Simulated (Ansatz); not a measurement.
BaTiO3:
```xyz
5
Lattice="0.0000 2.8579 -2.8740 0.0000 2.8579 2.8740 3.9642 0.0000 0.0000" Properties=species:S:1:pos:R:3 pbc="T T T"
Ba     0.0000     2.8579    -2.8454
Ti     1.9821     2.8579     0.1178
O      1.9821     4.2473     1.3435
O      1.9821     1.4685     1.3435
O      0.0000     2.8579    -0.0750
```

x, y and z are the axes in which the lattice vectors are written.

Question: Give the high-frequency dielectric tensor and the Born effective charge tensors of the independent atoms from DFPT, DFT-r²SCAN in the program Ansatz with PAW potentials.

Answer: 
ε∞:
```
5.59  0.00  0.00
0.00  5.37  0.00
0.00  0.00  4.93
```
Z* of atom 1 (Ba), rows: field, columns: displacement, in e:
```
2.71  0.00  0.00
0.00  2.82  0.00
0.00  0.00  2.77
```
Z* of atom 2 (Ti), rows: field, columns: displacement, in e:
```
6.68  0.00  0.00
0.00  6.20  0.00
0.00  0.00  5.24
```
Z* of atom 3 (O), rows: field, columns: displacement, in e:
```
-2.00   0.00   0.00
 0.00  -3.54  -1.47
 0.00  -1.24  -3.02
```
Z* of atom 5 (O), rows: field, columns: displacement, in e:
```
-5.39   0.00   0.00
 0.00  -1.94   0.00
 0.00   0.00  -1.97
```

Static charges for comparison (Bader): Ba1 +1.58, Ti2 +2.29, O3 -1.28, O5 -1.31 e. Born charges measure polarisation by displacement and can exceed these by far.

Space group Amm2. This is a known low-temperature phase of the composition, computed here at zero pressure and temperature. The cell was relaxed with r²SCAN under the symmetry of its start. At this level the phase is dynamically unstable (imaginary phonons). The run is not spin-polarised. Spin–orbit coupling is left out wherever it is not named.

Potentials: the earlier of the program's two PAW sets.
